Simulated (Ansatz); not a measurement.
HfS2:
```
CELL_PARAMETERS angstrom
      3.60602     0.00000     0.00000
     -1.80301     3.12290     0.00000
      0.00000     0.00000     5.76772
ATOMIC_POSITIONS crystal
  Hf 0.00000 0.00000 0.00000
  S  0.66667 0.33333 0.74754
  S  0.33333 0.66667 0.25246
```

This is the PBE+D3(BJ)-relaxed structure. Cartesian axes are those of the cell as given.

### Question
All from plane-wave PAW PBE+D3(BJ) (Ansatz code), unless another level is named. Give the highest zone-centre frequency (without LO–TO term).

### Answer
41.0 meV.

### Question
And the zero-point energy?

### Answer
38.9 meV/atom.

### Question
Give the bulk modulus (Birch–Murnaghan fit).

### Answer
31.0 GPa.

### Question
And the elastic constants (relaxed ions, GPa)?

### Answer
C11 = 144, C12 = 26.1, C13 = 8.0, C14 = -3.5, C33 = 43.1, C44 = 12.0.

Space group P-3m1 (CdI2 type). The PBE+D3(BJ) relaxation kept the symmetry of its start; phonons on a q-mesh show no instability. No spin polarisation was allowed. Scalar-relativistic: spin–orbit coupling is off unless named, which matters more the heavier the elements.

Potentials: the later of the program's two PAW sets.
